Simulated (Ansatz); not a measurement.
An Ansatz (a quantum-chemistry and plane-wave program) run. Input:

Ansatz 0.2 input:
```yaml
crystal:
  lattice:
    - [0.0, 5.4448836838, 5.4448836838]
    - [5.4448836838, 0.0, 5.4448836838]
    - [5.4448836838, 5.4448836838, 0.0]
  atoms:
    - { symbol: K, position: [0.5, 0.5, 0.5] }
    - { symbol: Cs, position: [0.75, 0.75, 0.75] }
    - { symbol: Cs, position: [0.25, 0.25, 0.25] }
    - { symbol: In, position: [0.0, 0.0, 0.0] }
    - { symbol: Cl, position: [0.7695001569, 0.2304998431, 0.2304998431] }
    - { symbol: Cl, position: [0.2304998431, 0.7695001569, 0.7695001569] }
    - { symbol: Cl, position: [0.2304998431, 0.7695001569, 0.2304998431] }
    - { symbol: Cl, position: [0.7695001569, 0.2304998431, 0.7695001569] }
    - { symbol: Cl, position: [0.2304998431, 0.2304998431, 0.7695001569] }
    - { symbol: Cl, position: [0.7695001569, 0.7695001569, 0.2304998431] }
kpoints:
  mp_grid: { grid: [5, 5, 5] }
basis: { xc_grid: 2, fft_grid_basis: typed }
hamiltonian:
  xc: pbesol
  pseudopotentials: { kind: paw }
scf:
  occupations: { method: fixed }
checkpoint: { read: static.run }
output: { write_density: true, elf: true, volumetric_format: npy }
```

Output (shortened):

```
Pseudopotential: K, paw, valence charge 9
Pseudopotential: Cs, paw, valence charge 9
Pseudopotential: In, paw, valence charge 13
Pseudopotential: Cl, paw, valence charge 7
Functional definition: PBEsol
Crystal: 10 atoms, lattice volume = 322.846 Å³
Basis set: ecut = 420 eV, 6303 PW (Γ), exchange–correlation on 108×108×108 points (8 copies of the dense FFT grid, shifted against one another)
Bands: 51, of which v1, the nominal top of the filled ones, is band 41 counted from 1 (40 counted from 0)
Symmetry: 48 space group operations
Space group: Fm-3m (ITA 225), of the structure as read, at distance tolerance 6.9e-5 Å
k-points: 10 of 125
Stability of the state it starts from, as read at its close in the unpolarized treatment …
iter 1 solved again at ethr=2.81e-8 eV; its pass at ethr=3.10e-3 eV (dr2=2.31e-5 eV) is discarded
SCF iter   1: F=—  HF=-24594.789664 eV  |F-HF|=—  |Δ(HF+E_count)|=         —  Δρ=2.55e-7  dr2=2.39e-10  ethr=2.81e-8  ⟨swp⟩=3.6  Hψ=3509  notcnv=0  defer=80
preconditioner: auto → Resta (q_TF=auto, 2.171 Å⁻¹)
SCF iter   2: F=-24594.789664 eV  HF=-24594.789664 eV  |F-HF|=8.00e-11  |Δ(HF+E_count)|=   9.39e-9  Δρ=1.78e-7  dr2=1.31e-10  ethr=1.00e-12  ⟨swp⟩=19.7  Hψ=3431  notcnv=0
SCF 1 converged in 2 iterations: F = -24594.789664 eV  dr2 = 1.31e-10
SCF converged after 2 iterations
Free energy (F): -24594.789664 eV
Harris-Foulkes:  -24594.789664 eV  (|F-HF|=8.00e-11)
Internal energy: -24594.789664 eV  (E = F + TS)
E sigma→0 (E₀):  -24594.789664 eV
Fermi energy:    1.881418 eV
--- Per-component energies (eV) ---
  E_band       = -430.536100
  E_kinetic    = 1749.831582
  E_local      = -4556.175902  (includes V_loc(G=0)·N_el)
  E_nonlocal   = 621.130113
  E_hartree    = 1682.679332
  E_xc         = -1327.721240
  E_vxc        = -1243.721436  (∫ρ·V_xc dr)
  E_paw        = -18668.687937  (= ΣΔE_a)
  E_vpaw       = -366.959457  (= ΣTr[D̂ρ^β])
  E_aug_tail   = 0.000584  (compensation charges beyond the density's cutoff)
  E_ewald      = -4096.948898
  E_core_change = 1.102700  (= ΣΔE_core)
  E_smearing   =  0.000000  (= −TS)
  E_closure    =  0.000000  (closes the sum)
  Σ components = -24594.789664   (vs F -24594.789664, Δ=0.00e0)
  [band-id]    e_kinetic+e_local+e_nonlocal+2·e_hartree+e_vxc+e_vpaw+e_augmentation_tail = -430.535851   (vs E_band -430.536100, Δ=2.50e-4)
--- Band table (eV; the first three rows and the last of 10) ---
  k-point 0: bands = ["-25.2775", "-17.1913", "-17.1818", "-11.5779", "-11.5779", "-11.3359", "-10.9227", "-10.9227", "-10.9227", "-10.5745", "-10.5745", "-10.5745", "-9.7037", "-9.7037", "-8.8244", "-8.8244", "-8.8244", "-4.0825", "-4.0825", "-4.0825", …
  k-point 1: bands = ["-25.2775", "-17.1902", "-17.1825", "-11.5889", "-11.5889", "-11.3453", "-10.9119", "-10.8896", "-10.8896", "-10.5745", "-10.5745", "-10.5744", "-9.7589", "-9.7589", "-8.8390", "-8.7895", "-8.7895", "-4.0663", "-4.0663", "-4.0456", …
  k-point 2: bands = ["-25.2775", "-17.1876", "-17.1846", "-11.6053", "-11.6053", "-11.3598", "-10.8949", "-10.8334", "-10.8334", "-10.5744", "-10.5744", "-10.5743", "-9.8463", "-9.8463", "-8.8627", "-8.7391", "-8.7391", "-4.0310", "-4.0310", "-4.0029", …
  k-point 9: bands = ["-25.2775", "-17.1867", "-17.1852", "-11.6025", "-11.5927", "-11.3249", "-10.9292", "-10.9027", "-10.8531", "-10.5744", "-10.5743", "-10.5743", "-9.8165", "-9.7536", "-8.8224", "-8.8197", "-8.7625", "-4.0094", "-4.0079", "-3.9961", …
```

Cost: roughly 12 core-seconds on shared cores.

The workflow started from a Materials Project entry (that database holds measured and hypothetical structures alike); the Crystallography Open Database copy checked does not list it. Whether it is the stable phase at ambient conditions was not checked. The PBEsol relaxation kept the symmetry of its start; its stability against distortions is not shown here. Scalar-relativistic: spin–orbit coupling is off unless named, which matters more the heavier the elements.

Potentials: the later of the program's two PAW sets.

Ansatz is a plane-wave DFT program.
